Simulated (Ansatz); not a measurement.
**BaTiO3: an elastic constant from a strain scan**

Level of theory: Ansatz, DFT r2SCAN, scalar-relativistic, plane waves, PAW. Settings: plane waves to 500 eV, k-mesh 8×8×8 (Γ-centred), Gaussian smearing 0.05 eV. No spin polarisation. Energies are free energies at this smearing, counted from the undisturbed cell; pressure is positive in compression.

The starting cell (relaxed at this level; it needn't be the usual structure):

```
Ba Ti O
1.0
     3.99404    0.00000    0.00000
     0.00000    3.99404    0.00000
     0.00000    0.00000    3.99404
Ba Ti O
1 1 3
Direct
  0.50000 0.50000 0.50000
  0.00000 0.00000 0.00000
  0.50000 0.00000 0.00000
  0.00000 0.50000 0.00000
  0.00000 0.00000 0.50000
```

The cell is strained by ε times the Voigt pattern (0, 0, 1, 0, 0, 0) (xx, yy, zz, yz, xz, xy; engineering shear) with fractional coordinates fixed. The cell holds 5 atoms in V0 = 63.71 Å³. The stress column is τ = (1/V0) dE/dε, got from the stress tensor σ (compression positive) at each point as −det(1 + εP) σ : P(1 + εP)⁻¹, with P the pattern as a tensor.

| ε | ΔE (meV/atom) | τ (GPa) |
| --- | --- | --- |
| -0.0600 | 55.703 | -25.879 |
| -0.0450 | 29.684 | -17.923 |
| -0.0300 | 12.510 | -11.043 |
| -0.0150 | 2.965 | -5.106 |
| 0.0000 | 0.000 | 0.000 |
| 0.0150 | 2.679 | 4.376 |
| 0.0300 | 10.186 | 8.114 |
| 0.0450 | 21.815 | 11.291 |
| 0.0525 | 28.974 | 12.692 |
| 0.0600 | ? | ? |

Which combination of elastic constants does this scan measure, and how large is it?

For small ε, τ = τ0 + Kε with K = pᵀCp, which for this pattern is C11 in the cubic axes. The parabola through τ at ε = -0.0150, 0 and 0.0150 has slope K = 316 GPa at zero. The energies per cell, E = NΔE, of the same two points give K = 2[E(ε₊)/ε₊ − E(ε₋)/ε₋]/[(ε₊ − ε₋)V0] = 315 GPa, in agreement.

Predict the withheld row at ε = 0.0600 from the harmonic law, and compare.

ΔE = V0(τ0 ε + Kε²/2)/N = 45.250 meV/atom and τ = 18.96 GPa. The calculation gives 36.935 meV/atom and 13.98 GPa: the energy lies 18 % below the harmonic value, as bonds soften when stretched.

Symmetry holds off the tilts and polar distortions that many cubic perovskites undergo.

Cost: 10 runs of about 3.2 core-minutes in all, on AMD EPYC (Zen 3) (shared hosts).